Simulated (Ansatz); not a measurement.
VO$_{2}$:
```
VO2
1.0
    4.58380     0.00000     0.00000
    0.00000     4.58380     0.00000
    0.00000     0.00000     2.83810
O V
4 2
Direct
  0.30005   0.30005   0.00000
  0.19995   0.80005   0.50000
  0.69995   0.69995   0.00000
  0.80005   0.19995   0.50000
  0.00000   0.00000   0.00000
  0.50000   0.50000   0.50000
```
Starting moments (μB, in the order of the atoms O O O O V V): -0.1 -0.1 -0.1 -0.1 1.1 1.1.

Relaxed with PBE. Special points in fractions of this cell's reciprocal vectors: Γ (0.000, 0.000, 0.000); X (0.000, 0.500, 0.000); M (0.500, 0.500, 0.000); Z (0.000, 0.000, 0.500); R (0.000, 0.500, 0.500); A (0.500, 0.500, 0.500).

Q: List the band energies nearest the Fermi level at these points for plane-wave PAW PBE (Ansatz code).

A: In eV from the Fermi level; about four levels below and three above (degenerate sets whole), none deeper than 8.9 eV; points with the same levels are listed once.

```tsv
k	below	above
Γ ↑	-0.78 -0.33 -0.33 -0.22	1.78 1.89 4.04 4.04
X ↑	-2.19 -2.19 -0.33 -0.33	0.27 0.27 0.98 0.98
M ↑	-0.99 -0.99 -0.32 -0.32	1.37 1.37 3.23 3.23
Z ↑	-3.96 -3.96 -3.13 -3.13	0.38 0.38 0.57 0.57
R ↑	-2.49 -2.49 -0.84 -0.84	0.55 0.55 1.28 1.28
A ↑	-2.93 -2.93 -2.24 -2.24	0.07 0.07 0.44 0.44
Γ ↓	-2.12 -2.01 -2.01 -1.53	0.19 0.24 0.83
X ↓	-3.06 -3.06 -2.26 -2.26	0.79 0.79 1.49 1.49
M ↓	-2.80 -2.80 -2.75 -2.75	0.14 0.14 0.97 0.97
Z ↓	-3.87 -3.87 -3.09 -3.09	1.37 1.37 1.75 1.75
R ↓	-3.60 -3.60 -2.59 -2.59	0.33 0.33 1.74 1.74
A ↓	-2.86 -2.86 -2.26 -2.26	1.05 1.05 1.48 1.48
```

Space group P4_2/mnm (rutile). This is a known high-temperature phase of the composition, computed here at zero pressure and temperature. Symmetry was held in the PBE relaxation; its stability against distortions is not shown here. Magnetic state: ferromagnetic, chosen from 5 collinear starts compared on coarse meshes (ties went to the first, and starts can fall back to one state), not a proven ground state. No Hubbard U is applied. The compound may be a true metal, but semilocal functionals without U, or a wrong spin order, can also close a gap. Point labels and valley counts follow the cell and symmetry of the run, lower than the named group.

Potentials: the later of the program's two PAW sets.
